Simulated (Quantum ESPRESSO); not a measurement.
## PdAg3Rh2W2 (one composition in several site orders)

A calculation, not a measurement. The program is pw.x of Quantum ESPRESSO 7.5 (plane-wave density functional theory). The cell is made up: eight metal atoms on a hexagonal close-packed lattice, with elements, volume, strain and displacements drawn at random and not relaxed, so it may be unstable or far from any real phase. PseudoDojo standard norm-conserving files set the functional (PBE unless stated); there is no spin polarisation or spin-orbit coupling, the Fermi-Dirac width of 0.25 eV means electrons at about 2900 K, and the masses in the input are unused placeholders. Heavy elements are run without spin-orbit coupling, which real alloys of them have. A spin test at this wide smearing found no moment, but such smearing suppresses magnetism that the real alloy may have.

The runs put one composition on the sites in different orders. Cell, positions, cutoff, mesh and smearing stay as in the input of run 1; sites are counted in its order. Stress in the tables is positive in tension.

Input of run 1:

```
&control calculation='scf', pseudo_dir='./dojo.nc.sr.pbe.v0_5.standard.upf', outdir='./o', disk_io='minimal', tprnfor=.true., tstress=.true. /
&system ibrav=0, nat=8, ntyp=4, nbnd=83, ecutwfc=87.97787729, nosym=.true., tot_charge=0,
 occupations='smearing', smearing='fd', degauss=0.0183746611
/
&electrons conv_thr=1.470e-08, electron_maxstep=70, mixing_beta=0.5 /
ATOMIC_SPECIES
Ag 1.0 Ag.upf
Pd 1.0 Pd.upf
Rh 1.0 Rh.upf
W 1.0 W.upf
CELL_PARAMETERS angstrom
2.7898 -0.0059 -0.0118
1.4197 -2.3025 -4.5397
1.3992 7.1789 -4.6861
ATOMIC_POSITIONS angstrom
Pd 0.0259 -0.1844 0.0403
Ag 1.4689 2.4581 -4.6162
Rh 1.2368 -0.6351 -2.2822
Rh 2.8254 1.5103 -6.9933
W 2.8453 4.8231 -4.7053
Ag 2.7932 0.2255 -4.6241
W 2.7742 1.5856 -2.3662
Ag 4.2753 4.0488 -6.85
K_POINTS automatic
9 5 3 1 1 1
```

```
run  elements on sites 1 to 8  free energy less that of run 1 (eV)  -TS (eV)  pressure (GPa)  stress xx (GPa)  stress yy (GPa)  stress zz (GPa)  stress yz (GPa)  stress xz (GPa)  stress xy (GPa)  iterations
  1     Pd Ag Rh Rh W Ag W Ag                                0.000    -1.204           15.30           -11.47           -17.11           -17.34            -5.99            -0.39             1.12          17
  2     Pd Ag Rh W Ag W Ag Rh                                1.706    -1.475           16.14           -11.33           -23.43           -13.65            -5.32             0.33             1.17          20
  3     Ag Pd W Rh Rh Ag Ag W                                0.389    -1.373           14.92           -10.54           -20.37           -13.84            -2.39             0.18             2.35          19
  4     Ag Pd W Ag Ag W Rh Rh                               -0.342    -1.240           14.50           -10.63           -17.92           -14.94            -1.79             0.74             1.28          20
  5     Rh W W Ag Ag Pd Ag Rh                                0.665    -1.290           14.51           -11.30           -21.89           -10.33            -3.33            -0.57             1.42          20
  6     W Rh W Ag Ag Rh Ag Pd                                0.398    -1.340           15.26           -11.39           -23.33           -11.06            -3.34            -0.89             1.16          20
```

Forces Fx Fy Fz (eV/Å):

```
site              run 1              run 2              run 3              run 4              run 5              run 6
   1   -0.21 1.77 -0.08    -0.12 2.94 0.47    -0.09 2.66 0.54    -0.20 2.54 0.76    -0.05 2.67 0.04     0.49 4.33 0.49
   2  -0.33 -0.19 -1.40   -0.30 0.43 -1.51   -0.30 0.89 -1.80  -0.27 -0.87 -1.34  -0.32 -0.39 -2.75  -0.29 -1.13 -1.48
   3    0.91 -0.37 0.04   0.86 -1.93 -1.35   0.87 -3.56 -0.07   0.60 -1.48 -1.94   0.92 -3.41 -0.13   0.50 -2.70 -1.37
   4   -0.03 1.51 -0.32     0.02 3.83 2.57    -0.01 3.78 0.08    -0.03 2.76 0.85    -0.01 2.62 0.97     0.00 2.41 0.99
   5     0.01 0.28 1.69    0.01 -0.61 0.52   -0.04 -1.56 0.05    0.03 -0.96 0.69    0.04 -0.46 0.69   -0.02 -1.72 0.73
   6   0.06 -2.58 -0.08   0.10 -3.67 -0.19  -0.04 -2.07 -0.25    0.28 -2.03 0.61    0.05 -1.91 0.69    0.08 -2.01 1.23
   7   -0.02 -0.02 1.45   -0.27 -0.40 1.21    -0.27 0.79 0.88   -0.12 -0.81 1.21    -0.24 0.44 1.20    -0.31 0.69 0.85
   8  -0.39 -0.41 -1.31  -0.31 -0.58 -1.72   -0.13 -0.93 0.56   -0.28 0.86 -0.83   -0.38 0.44 -0.72   -0.45 0.13 -1.44
```

The sites are displaced and not relaxed, so the energy differences hold strain from misfit and are not ordering energies. A rerun of one cell of this series at a higher cutoff and on a denser mesh moved values by no more than 0.004 eV in energy, 0.08 GPa in stress and 0.006 eV/Å in force, and a second program with other atomic files agreed on that cell to 2 % rms in force and 0.5 GPa in pressure.